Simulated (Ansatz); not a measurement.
Space group Pm-3m (No. 221). a = 3.930 Å, b = 3.930 Å, c = 3.930 Å, α = 90.00°, β = 90.00°, γ = 90.00°
| atom | site | symmetry | x | y | z |
| --- | --- | --- | --- | --- | --- |
| Zr | 1a | m-3m | 0.0000 | 0.0000 | 0.0000 |
| Rh | 3c | 4/mm.m | 0.0000 | 0.5000 | 0.5000 |

Equation of state of this ZrRh3 structure (not necessarily the ground state), with shape and atoms relaxed at each volume where symmetry leaves them free. It has no gap at any of these volumes. Theory: DFT r2SCAN, scalar-relativistic, plane waves, PAW (Ansatz).

Settings: cutoff 500 eV, Γ-centred mesh 12×12×12 on the computed 4-atom cell, Gaussian smearing of 0.10 eV; no spin polarisation.

```tsv
V (Å³/atom)	E − E(largest V) (meV/atom)	P (GPa)
14.261	8.31	16.35
14.716	-25.09	7.46
15.171	-35.27	-0.03
15.626	-25.88	-6.35
16.081	0.00	-11.66
```

Task: Fit a third-order Birch–Murnaghan equation to E(V).

Result: V0 = 15.17 Å³/atom, B0 = 229 GPa, B0' = 4.7.